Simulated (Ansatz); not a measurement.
LiF:
```xyz
2
Lattice="0.0000 2.0033 2.0033 2.0033 0.0000 2.0033 2.0033 2.0033 0.0000" Properties=species:S:1:pos:R:3 pbc="T T T"
Li     0.0000     0.0000     0.0000
F      2.0033     2.0033     2.0033
```

Cartesian axes are those of the cell as given.

Question: Give the high-frequency dielectric tensor and the Born effective charge tensors of the independent atoms from DFPT, DFT-PBEsol in the program Ansatz with PAW potentials.

Answer: 
ε∞:
```
2.09  0.00  0.00
0.00  2.09  0.00
0.00  0.00  2.09
```
Z* of atom 1 (Li), rows: field, columns: displacement, in e:
```
1.05  0.00  0.00
0.00  1.05  0.00
0.00  0.00  1.05
```
Z* of atom 2 (F), rows: field, columns: displacement, in e:
```
-1.05   0.00   0.00
 0.00  -1.05   0.00
 0.00   0.00  -1.05
```

Space group Fm-3m (rock salt). The PBEsol relaxation kept the symmetry of its start.

Potentials: the earlier of the program's two PAW sets. The files were generated under PBE; for other functionals the program regenerates the frozen cores, and for LDA and PBEsol the local potential too.
